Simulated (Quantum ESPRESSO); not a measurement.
# Si3O4NF: a curve over strain

Simulated, not a measurement. The program is pw.x of Quantum ESPRESSO 7.5 (plane-wave density functional theory). The cell is made up: 9 atoms on a quartz lattice, with randomly drawn elements, strain and displacements, not relaxed. PseudoDojo standard norm-conserving files (v0.5 for PBE, v0.4.1 for LDA and PBEsol) set the functional; there is no spin polarisation, spin-orbit coupling or dispersion term, and the masses in the input are unused placeholders.

Seven runs add a strain to one cell (along z); the atoms follow the cell and are not relaxed. Stress in the table is positive in tension.

Input of the run at +0.0032:

```
&control calculation='scf', pseudo_dir='./dojo.nc.sr.pbe.v0_5.standard.upf', outdir='./o', disk_io='low', tprnfor=.true., tstress=.true. /
&system ibrav=0, nat=9, ntyp=4, nbnd=30, ecutwfc=84.00895049, nosym=.true., tot_charge=0,
 occupations='smearing', smearing='fd', degauss=0.0018374661
/
&electrons conv_thr=7.350e-09, electron_maxstep=60, /
ATOMIC_SPECIES
F 1.0 F.upf
N 1.0 N.upf
O 1.0 O.upf
Si 1.0 Si.upf
CELL_PARAMETERS angstrom
5.1517 0.0 0.0
-2.5759 4.4615 0.0
0.0 0.0 5.6727
ATOMIC_POSITIONS angstrom
Si 2.4329 -0.1689 3.8668
Si -1.3411 2.2164 1.9574
Si 1.3874 2.259 -0.0158
O 1.4783 1.0669 4.3722
O 3.279 0.8138 2.5721
O 2.8055 2.6097 0.5894
N 0.4503 1.8792 1.1201
O -1.1506 3.2765 3.0395
F 0.8271 3.97 4.9682
K_POINTS automatic
5 5 4 1 1 1
```

```
added strain  free energy less that of the input shown (eV)  stress xx (GPa)  stress yy (GPa)  stress zz (GPa)  stress xy (GPa)  pressure (GPa)  next band up at Gamma (eV)  iterations
     -0.0151                                         0.0504            -2.66             0.29            -5.66            -0.04            2.68                       1.289          12
     +0.0032                                         0.0000            -0.31             2.14            -1.09             0.20           -0.25                       1.150          12
     +0.0135                                         0.0009             0.88             3.08             1.34             0.33           -1.77                       1.074          13
     +0.0169                                         0.0059             1.26             3.38             2.12             0.37           -2.25                       1.049          13
     +0.0191                                         0.0104             1.49             3.57             2.61             0.39           -2.56                       1.033          13
     +0.0221                                         0.0173             1.81             3.82             3.28             0.43           -2.97                       1.011          13
     +0.0246                                         0.0244             2.07             4.02             3.83             0.46           -3.31                       0.993          13
```

A cubic fit gives a slope of stress zz against the added strain of 244 GPa at zero added strain, with the atoms clamped. Across the table the free energy follows the integral of the stress to within 0.9 meV. A rerun of one of the cells at 1437 eV and a 7 x 7 x 6 mesh moved values by no more than 0.002 eV in energy, 0.02 GPa in stress and 0.003 eV/Å in force. The band column is the level of band 25 at Gamma less that of band 24, whose number is half the electron count, rounded up; it comes from a band step after each run.